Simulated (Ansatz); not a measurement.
Method: PBE, no spin polarisation; PAW, plane waves to 420 eV, 6×6×6 Γ-centred mesh, fermi-dirac occupations (width 0.1 eV) (Ansatz 0.2.0), atoms fixed.

Computed maps in the lattice plane spanned by b (left to right, 7.07 Å, 21 points from zero) and c (bottom to top, 7.07 Å, 21 points from zero), 60° apart, at height 0.771 along a. The fields are smooth PAW ones with compensation charges, not the true ones near nuclei.

Valence density. Digits on a logarithmic scale: 0 up to 0.03 e/Å³, each further digit a factor of 1.6, 9 from 1.3 e/Å³ up:
```
566766543322333222334
568987643222466542223
469999864323589975223
468999985323599998522
357999997432489999742
236899998532369999952
224689998542247999963
223467887542224689863
222345565543222345543
222333444433322223322
334433333333444332222
345554432234555543323
467876543234578875433
568999754334689998644
569999975434589999865
568999996433579999976
557999997533468999986
556799998543346899997
655678987542234678986
555556666432222356666
556555554332222234455
```

The cell is K2NaCrPb6. Which atoms lie within 0.2 Å of this plane, and where (fractions of b and c)?

Pb at (0.23, 0.23), Pb at (0.23, 0.77), Pb at (0.77, 0.23), K at (0.75, 0.75). The whole cell:
```
Cr Pb K Na
1.0
     0.00000    4.99865    4.99865
     4.99865    0.00000    4.99865
     4.99865    4.99865    0.00000
Cr Pb K Na
1 6 2 1
Direct
  0.00000 0.00000 0.00000
  0.77070 0.22930 0.22930
  0.22930 0.77070 0.22930
  0.22930 0.77070 0.77070
  0.77070 0.22930 0.77070
  0.22930 0.22930 0.77070
  0.77070 0.77070 0.22930
  0.25000 0.25000 0.25000
  0.75000 0.75000 0.75000
  0.50000 0.50000 0.50000
```

Origin: a known structure type with other elements, at an estimated volume, so it need not be a known compound. Caveats: no spin polarisation, so a magnetic state may lie lower; atoms or cell far from equilibrium.
